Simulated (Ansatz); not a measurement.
## Property card for Al

Al:
```yaml
crystal:
  lattice:
    - [-1.59418, 1.59418, 1.59418]
    - [1.59418, -1.59418, 1.59418]
    - [1.59418, 1.59418, -1.59418]
  atoms:
    - { symbol: Al, position: [0.00000, 0.00000, 0.00000] }
```

Space group Im-3m (No. 229), bcc (W type); conventional cell a = b = c = 3.1884 Å, α = β = γ = 90.00°.

Method: DFT-r²SCAN in the program Ansatz with PAW potentials. Structure relaxed to zero pressure with the same functional. Other levels are named where they apply.

### Cell and energy

- Volume per atom: 16.21 Å³
- Density: 2.76 g/cm³

### Electronic structure

- Electronic character: metallic (no gap)
- Density of states at the Fermi level: 0.39 states/eV per atom (mean over ±0.08 eV)

### Mechanics

- Bulk modulus (Birch–Murnaghan fit): 81.5 GPa
- Pressure derivative B′: 4.4
- Elastic constants (relaxed ions, GPa): C11 = 58.0, C12 = 95.1, C44 = 56.0
- Mechanical stability: unstable (C has a negative eigenvalue)

The workflow started from a Materials Project entry (that database holds measured and hypothetical structures alike); the Crystallography Open Database copy checked does not list it. It is not the phase usual at ambient conditions (space group No. 225). The r²SCAN relaxation kept the symmetry of its start. As this level gives no gap, shear constants depend on the k-mesh and smearing (Fermi–Dirac, 0.1 eV here).

Potentials: the later of the program's two PAW sets.
